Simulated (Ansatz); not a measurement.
## Ga₂F: relaxation (Ansatz)

The input file (Ansatz 0.2.0, plane waves):

```yaml
crystal:
  lattice:
    - [3.583359, 0.0, 0.0]
    - [1.791679, -7.045751, 0.0]
    - [0.0, 0.0, -3.549924]
  atoms:
    - { symbol: F, position: [0.106, 0.788, 0.75] }
    - { symbol: F, position: [0.894, 0.212, 0.25] }
    - { symbol: Ga, position: [0.75, 0.5, 0.75] }
    - { symbol: Ga, position: [0.25, 0.5, 0.25] }
    - { symbol: Ga, position: [0.441, 0.118, 0.75] }
    - { symbol: Ga, position: [0.559, 0.882, 0.25] }
  symmetry: { tolerance: 0.0003 }
kpoints:
  mp_grid: { grid: [5, 5, 5], shift: [0, 0, 0] }
magnetization:
  spin_polarized: false
scf:
  occupations: { method: fermi_dirac }
  lower_state_search: "off"
hamiltonian:
  pseudopotentials: { kind: paw }
  xc: pbe
basis:
  ecutwfc: 420
  fft_grid_basis: typed
relax:
  max_steps: 60
  f_tol: 0.03
output:
  forces: true
  stress: true
  eigenvalues: true
  bader: true
  populations: true
  elf: true
  write_potential: true
  volumetric_format: npy
  dos:
    e_range: [-12, 8]
    de: 0.05
    projected: { site_lists: { F: [F], Ga: [Ga] } }
checkpoint:
  read: saved_state
```

Run with:

```bash
ansatz run input.yaml --threads 2 --pin off --max-ram 2560MiB --backend cpu --events-out ev --progress --plain --runs-dir out
```

Origin of the cell: a known structure type with other elements, at an estimated volume, so it need not be a known compound.

The smearing width isn't typed, so it takes its default of 0.1 eV.

The saved state is a converged single point of the same cell.

Steps:

```tsv
step	ΔF (meV/atom)	max force component (eV/Å)	SCF iterations	step was
1	0.0	2.006	7	accepted
2	-81.0	0.904	8	accepted
3	-96.5	0.153	8	accepted
4	-97.8	0.100	8	accepted
5	-101.3	0.175	9	accepted
6	-108.5	0.175	8	accepted
7	-110.0	0.229	7	accepted
8	-112.8	0.009	7	accepted
9	-112.8	0.011	4	accepted
```

Step 1, with forces in eV/Å:

```xyz
6
Lattice="3.583 0.000 0.000 1.792 -7.046 0.000 0.000 0.000 -3.550" Properties=species:S:1:pos:R:3:forces:R:3 pbc="T T T" step=1
F     1.792   -5.552   -2.662    0.000   -0.657    0.000
F     3.583   -1.494   -0.887    0.000    0.657    0.000
Ga    3.583   -3.523   -2.662    0.000   -0.048    0.000
Ga    1.792   -3.523   -0.887    0.000    0.048    0.000
Ga    1.792   -0.831   -2.662    0.000   -2.006    0.000
Ga    3.583   -6.214   -0.887    0.000    2.006    0.000
```

Step 2, with forces in eV/Å:

```xyz
6
Lattice="3.583 0.000 0.000 1.792 -7.046 0.000 0.000 0.000 -3.550" Properties=species:S:1:pos:R:3:forces:R:3 pbc="T T T" step=2
F     1.792   -5.747   -2.662    0.000   -0.180    0.000
F     3.583   -1.299   -0.887    0.000    0.180    0.000
Ga    3.583   -3.528   -2.662    0.000   -0.057    0.000
Ga    1.792   -3.517   -0.887    0.000    0.057    0.000
Ga    1.792   -0.937   -2.662    0.000   -0.904    0.000
Ga    3.583   -6.108   -0.887    0.000    0.904    0.000
```

Step 3, with forces in eV/Å:

```xyz
6
Lattice="3.583 0.000 0.000 1.792 -7.046 0.000 0.000 0.000 -3.550" Properties=species:S:1:pos:R:3:forces:R:3 pbc="T T T" step=3
F     1.792   -5.821   -2.662    0.000    0.057    0.000
F     3.583   -1.225   -0.887    0.000   -0.057    0.000
Ga    3.583   -3.547   -2.662    0.000   -0.082    0.000
Ga    1.792   -3.499   -0.887    0.000    0.082    0.000
Ga    1.792   -1.059   -2.662    0.000    0.153    0.000
Ga    3.583   -5.987   -0.887    0.000   -0.153    0.000
```

Step 4, with forces in eV/Å:

```xyz
6
Lattice="3.583 0.000 0.000 1.792 -7.046 0.000 0.000 0.000 -3.550" Properties=species:S:1:pos:R:3:forces:R:3 pbc="T T T" step=4
F     1.792   -5.803   -2.662    0.000    0.013    0.000
F     3.583   -1.243   -0.887    0.000   -0.013    0.000
Ga    3.583   -3.562   -2.662    0.000   -0.100    0.000
Ga    1.792   -3.484   -0.887    0.000    0.100    0.000
Ga    1.792   -1.038   -2.662    0.000    0.004    0.000
Ga    3.583   -6.007   -0.887    0.000   -0.004    0.000
```

Step 5, with forces in eV/Å:

```xyz
6
Lattice="3.583 0.000 0.000 1.792 -7.046 0.000 0.000 0.000 -3.550" Properties=species:S:1:pos:R:3:forces:R:3 pbc="T T T" step=5
F     1.792   -5.785   -2.662    0.000   -0.044    0.000
F     3.583   -1.261   -0.887    0.000    0.044    0.000
Ga    3.583   -3.646   -2.662    0.000   -0.175    0.000
Ga    1.792   -3.399   -0.887    0.000    0.175    0.000
Ga    1.792   -1.022   -2.662    0.000   -0.125    0.000
Ga    3.583   -6.024   -0.887    0.000    0.125    0.000
```

Step 6, with forces in eV/Å:

```xyz
6
Lattice="3.583 0.000 0.000 1.792 -7.046 0.000 0.000 0.000 -3.550" Properties=species:S:1:pos:R:3:forces:R:3 pbc="T T T" step=6
F     1.792   -5.811   -2.662    0.000   -0.013    0.000
F     3.583   -1.235   -0.887    0.000    0.013    0.000
Ga    3.583   -3.763   -2.662    0.000   -0.175    0.000
Ga    1.792   -3.283   -0.887    0.000    0.175    0.000
Ga    1.792   -1.014   -2.662    0.000   -0.156    0.000
Ga    3.583   -6.032   -0.887    0.000    0.156    0.000
```

Step 7, with forces in eV/Å:

```xyz
6
Lattice="3.583 0.000 0.000 1.792 -7.046 0.000 0.000 0.000 -3.550" Properties=species:S:1:pos:R:3:forces:R:3 pbc="T T T" step=7
F     1.792   -5.827   -2.662    0.000   -0.019    0.000
F     3.583   -1.219   -0.887    0.000    0.019    0.000
Ga    3.583   -3.958   -2.662    0.000    0.229    0.000
Ga    1.792   -3.088   -0.887    0.000   -0.229    0.000
Ga    1.792   -1.025   -2.662    0.000    0.110    0.000
Ga    3.583   -6.020   -0.887    0.000   -0.110    0.000
```

Step 9, with forces in eV/Å:

```xyz
6
Lattice="3.583 0.000 0.000 1.792 -7.046 0.000 0.000 0.000 -3.550" Properties=species:S:1:pos:R:3:forces:R:3 pbc="T T T" step=9
F     1.792   -5.831   -2.662    0.000    0.011    0.000
F     3.583   -1.215   -0.887    0.000   -0.011    0.000
Ga    3.583   -3.878   -2.662    0.000   -0.004    0.000
Ga    1.792   -3.168   -0.887    0.000    0.004    0.000
Ga    1.792   -1.024   -2.662    0.000    0.001    0.000
Ga    3.583   -6.022   -0.887    0.000   -0.001    0.000
```

| Quantity | Value |
| --- | --- |
| Free energy lowered by | 112.8 meV/atom |
| Final pressure | 8.74 GPa |
| Relaxation steps listed | 9 |
| Gap on the mesh | none (metal) |

Caveats: no spin, though holes on the anions or broken bonds may carry moments; the SCF threshold is looser than advised for a stress; the k mesh is coarse if the cell is a metal; the relaxation held the start's symmetry, so the end may be a saddle point.

Time: 51 s on 2 threads of Arm Neoverse V2, on a shared host, peak memory 0.41 GiB, from a saved density.
